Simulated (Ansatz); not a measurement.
## What a change of settings does to a run on Re

The geometry is COD entry 9008512, unchecked; take it as a test cell. The listed cell was then made from it by scaling, straining or moving an atom.

First run: DFT, LDA, PAW with Ansatz's default frozen-core files, scalar-relativistic (Ansatz 0.2.0).

Command: `ansatz run input.yaml --threads 1 --pin off --max-ram 2048MiB --backend cpu --events-out ev --progress --plain --runs-dir out` The run took 37 s on 1 thread of Arm Neoverse V1, on a shared host, peak memory 0.41 GiB.

```yaml
crystal:
  lattice:
    - [2.7608, 0.0, 0.0]
    - [-1.3804, 2.3909229348, 0.0]
    - [0.0, 0.0, 4.4582]
  atoms:
    - { symbol: Re, position: [0.3172891933, 0.6622479367, 0.27095125] }
    - { symbol: Re, position: [0.6603296467, 0.3299207933, 0.75462655] }
kpoints:
  mp_grid: { grid: [9, 9, 5] }
scf:
  occupations: { method: fermi_dirac, width: 0.05 }
hamiltonian:
  xc: lda
  pseudopotentials: { kind: paw }
output:
  forces: true
  stress: true
  efg: { contact_densities: true }
relax:
  f_tol: 0.01
  max_steps: 80
  cell: {}
```

Result: converged; relaxed volume 14.333 Å³/atom; 38 SCF iterations in all.

Spin–orbit coupling is left out, though it moves levels of the heavy atoms by tenths of an eV or more.

The input is then changed:

```diff
@@ -14,4 +14,5 @@
   xc: lda
   pseudopotentials: { kind: paw }
+  hubbard: { sites: [{ species: Re, l: d, u_eff: 4.0 }], double_counting: fll }
 output:
   forces: true
@@ -22,3 +23,5 @@
   max_steps: 80
   cell: {}
+basis:
+  ecutwfc: "18.4 Ry"
```

Q: Predict the outcome of the changed run.

A: It converged; relaxed volume 14.570 Å³/atom; 105 SCF iterations in all. Some of these settings are too coarse for converged properties.
